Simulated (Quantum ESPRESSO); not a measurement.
## One change at a time to PtRe3Sn3Ta

Calculated results; nothing here was measured. They come from Quantum ESPRESSO 7.5, a public plane-wave density functional program. Each row is one single-point run on a made-up periodic cell of eight metal atoms, with elements, volume, strain and displacements drawn at random and not relaxed, so a cell may be unstable or far from any real phase. There is no spin polarisation or spin-orbit coupling.

Settings: PBE unless stated; PseudoDojo standard norm-conserving files; Fermi-Dirac width 0.25 eV, which means electrons at about 2900 K; cutoff 1143 eV; 5 x 5 x 5 k mesh shifted half a step off Gamma. E is the free energy of the whole cell (internal energy minus TS), so a -TS column is already part of it. Stress is positive in tension, and the pressure P is minus a third of its trace.

Checks: one run of this series was repeated at a higher cutoff and on a denser mesh, which moved values by no more than 0.006 eV, 0.02 GPa and 0.004 eV/Å, and a second program with other atomic files agreed on it to 2 % rms in force and 0.5 GPa in pressure. Known limits: the tin pseudopotential is less sure than most, with forces differing by about three percent from a second method on plain tin; heavy elements are run without spin-orbit coupling, which real alloys of them have; a spin test at this wide smearing found no moment, but such smearing suppresses magnetism that the real alloy may have.

The lattice is face-centred cubic, and the cell vectors in Å are (2.159, 4.185, 2.139); (0.000, 4.207, -4.322); (-4.294, 4.184, -0.024), a volume of 155.16 Å³ in run 1. The elements on sites 1 to 8 are Pt Sn Sn Re Re Re Sn Ta. Each later run makes one change to run 1 and keeps the rest. E is counted from run 1, and is n/a where other atomic files have another zero of energy.

| run | change | V (Å³) | P (GPa) | -TS (eV) | rms force (eV/Å) | largest change of a force component (eV/Å) | E (eV) |
|---|---|---|---|---|---|---|---|
| 1 | none | 155.16 | -13.26 | -1.615 | 0.468 | 0.000 | 0.000 |
| 2 | sites 4 and 7 exchanged | 155.16 | -12.33 | -1.609 | 0.418 | 1.285 | 0.189 |
| 3 | all lengths scaled by -0.97 % | 150.69 | -9.44 | -1.552 | 0.492 | 0.127 | -0.318 |
| 4 | PBEsol in place of PBE | 155.16 | -18.95 | -1.621 | 0.468 | 0.081 | n/a |
| 5 | Mg on site 4 | 155.16 | -7.44 | -1.301 | 0.549 | 0.895 | n/a |
| 6 | site 6 moved by -0.11 Å along z | 155.16 | -13.06 | -1.613 | 0.475 | 0.166 | ? |

## Worked estimate

Along the move dE = -F dx. The force on site 6 along z is -0.350 eV/Å in run 1 and -0.261 eV/Å in run 6, and the move is -0.11 Å, so the mean force times the move gives an estimate.

## Withheld value

Question: what E should run 6 give?

The estimate is -0.034 eV. The calculation gave -0.034 eV.
